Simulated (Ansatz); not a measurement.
PbS (rock salt)

```yaml
crystal:
  lattice:
    - [0.00000, 3.00445, 3.00445]
    - [3.00445, 0.00000, 3.00445]
    - [3.00445, 3.00445, 0.00000]
  atoms:
    - { symbol: S, position: [0.00000, 0.00000, 0.00000] }
    - { symbol: Pb, position: [0.50000, 0.50000, 0.50000] }
```

The slice is a {111} plane (indices of the conventional cell) through the point (0.000, 0.000, 0.000) (fractional), spanned by u = [100] and v = [-1 2 0] in vectors of this cell: u (4.25 Å) and v (7.36 Å, at 90° to u). It covers one period; positions are fractions (u, v).

The numbers are results of PBE (plane waves to 420 eV, PAW, scalar-relativistic; Ansatz, a quantum-chemistry and plane-wave program), not measurements. k mesh 10×10×10. Inside the PAW spheres the values are not all-electron values, and peaks at nuclei hang on which shells count as valence. PbS was relaxed with its symmetry unable to fall. Spin-orbit coupling is left out, though Pb is heavy.

Sketch the electron localisation function (ELF) on this plane as a map.


| v \ u | 0.00 | 0.12 | 0.25 | 0.38 | 0.50 | 0.62 | 0.75 | 0.88 |
|---|---|---|---|---|---|---|---|---|
| 0.93 | 0.69 | 0.85 | 0.74 | 0.18 | 0.05 | 0.18 | 0.74 | 0.85 |
| 0.86 | 0.81 | 0.75 | 0.39 | 0.09 | 0.07 | 0.09 | 0.39 | 0.75 |
| 0.79 | 0.27 | 0.19 | 0.07 | 0.06 | 0.07 | 0.06 | 0.07 | 0.19 |
| 0.71 | 0.07 | 0.06 | 0.07 | 0.19 | 0.27 | 0.19 | 0.07 | 0.06 |
| 0.64 | 0.07 | 0.09 | 0.39 | 0.75 | 0.81 | 0.75 | 0.39 | 0.09 |
| 0.57 | 0.05 | 0.18 | 0.74 | 0.85 | 0.69 | 0.85 | 0.74 | 0.18 |
| 0.50 | 0.05 | 0.26 | 0.81 | 0.70 | x | 0.70 | 0.81 | 0.26 |
| 0.43 | 0.05 | 0.18 | 0.74 | 0.85 | 0.69 | 0.85 | 0.74 | 0.18 |
| 0.36 | 0.07 | 0.09 | 0.39 | 0.75 | 0.81 | 0.75 | 0.39 | 0.09 |
| 0.29 | 0.07 | 0.06 | 0.07 | 0.19 | 0.27 | 0.19 | 0.07 | 0.06 |
| 0.21 | 0.27 | 0.19 | 0.07 | 0.06 | 0.07 | 0.06 | 0.07 | 0.19 |
| 0.14 | 0.81 | 0.75 | 0.39 | 0.09 | 0.07 | 0.09 | 0.39 | 0.75 |
| 0.07 | 0.69 | 0.85 | 0.74 | 0.18 | 0.05 | 0.18 | 0.74 | 0.85 |
| 0.00 | x | 0.70 | 0.81 | 0.26 | 0.05 | 0.26 | 0.81 | 0.70 |

Values: electron localisation function (ELF). Points within 0.5 Å of a nucleus are blanked (x), as the pseudised field means little there.
